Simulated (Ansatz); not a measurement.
Data:

RuBr₃:
```
RuBr3
1.0
    6.23417     0.00000     0.00000
   -3.11708     5.39895     0.00000
    0.00000     0.00000     5.73571
Ru Br
2 6
Direct
  0.00000   0.00000   0.00000
  0.00000   0.00000   0.50000
  0.32033   0.32033   0.25000
  0.00000   0.32033   0.75000
  0.67967   0.00000   0.25000
  0.67967   0.67967   0.75000
  0.00000   0.67967   0.25000
  0.32033   0.00000   0.75000
```

This is the LDA-relaxed structure. Cartesian axes are those of the cell as given.

**Question.** All from LDA (plane waves, PAW; program Ansatz), unless another level is named. Give the bulk modulus (Birch–Murnaghan fit).

**Answer.** 20.6 GPa.

**Question.** Give the elastic constants (relaxed ions, GPa).

**Answer.** C11 = 31.7, C12 = 11.7, C13 = 10.8, C33 = 98.5, C44 = 2.2.

Space group P6_3/mcm. The workflow started from an entry of the Crystallography Open Database (COD, 293 K), which files this formula under 2 space groups. Its standing as an ambient phase is unchecked. Symmetry was held in the LDA relaxation; its stability against distortions is not shown here. No spin polarisation was allowed. A crystal of weakly bound chains computed without a dispersion correction: the cell and the soft elastic constants depend strongly on that. As this level gives no gap, shear constants depend on the k-mesh and smearing (Fermi–Dirac, 0.1 eV here).

Potentials: the later of the program's two PAW sets.
